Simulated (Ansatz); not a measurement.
BaO:
```
CELL_PARAMETERS angstrom
      4.49113     0.00000     0.00000
     -2.24557     3.88944     0.00000
      0.00000     0.00000     5.52301
ATOMIC_POSITIONS crystal
  Ba 0.66667 0.33333 0.43765
  Ba 0.33333 0.66667 0.93765
  O  0.66667 0.33333 0.93735
  O  0.33333 0.66667 0.43735
```

The program Ansatz at the PBEsol level (PAW) gives a gap of 2.16 eV without spin–orbit coupling, maximum at K, minimum at Γ.

What happens when spin–orbit coupling is switched on?

The gap drops by 0.04 eV, to 2.12 eV; maximum at K, minimum at Γ.

Give the electron effective mass with spin–orbit coupling.

0.36, 0.36, 0.50 mₑ (principal values).

Space group P6_3/mmc. The workflow started from a Materials Project entry (that database holds measured and hypothetical structures alike); the Crystallography Open Database copy checked does not list it. It is not the phase usual at ambient conditions (space group No. 225). The cell was relaxed with PBEsol under the symmetry of its start; whether a distortion lowers the energy is not shown. Point labels and valley counts follow the cell and symmetry of the run, lower than the named group.

Potentials: the later of the program's two PAW sets.
